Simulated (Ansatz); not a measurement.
Magnetic orders of Mn$_{3}$Cr

Computed with Ansatz 0.2.0, DFT PBE, scalar-relativistic, plane waves, PAW.

```xyz
4
Lattice="0.0000 2.8490 2.8490 2.8490 0.0000 2.8490 2.8490 2.8490 0.0000" Properties=species:S:1:pos:R:3 pbc="T T T"
Mn    1.4245    1.4245    1.4245
Mn    4.2735    4.2735    4.2735
Mn    2.8490    2.8490    2.8490
Cr    0.0000    0.0000    0.0000
```

* plane-wave cutoff: 420 eV
* Γ-centred k-mesh: 12×12×12
* occupation rule: Gaussian smearing, 0.1 eV
* list of starting moments (μB, in atom order): 4 4 4 3
* check for lower electronic states after the SCF: off

Each order was relaxed in cell and atoms. Site moments are spin moments in atom-centred spheres that scale with the neighbour distance. The states are those that the runs reached from these starts; a lower one can exist. No antiferromagnetic start is among these.

Q: Order the starts by the energy of the state that they reach, lowest first.
A. ferromagnetic
B. no spin

A: A (0.00 meV/atom), B (31.3 meV/atom).

```
        start ends energy above lowest (meV/atom) site moments (μB) gap on mesh (eV) volume (Å³/atom)
      no spin non-magnetic                            31.3                     none over 0.05             metal             10.97
ferromagnetic ferromagnetic                            0.00  Mn +0.09 (×2), Mn +2.07, Cr +0.38             metal             11.21
```

Cost: 2 runs of about 5.3 core-minutes in all, on Intel Xeon Processor @ 2.50GHz (Skylake/Cascade Lake) (shared hosts).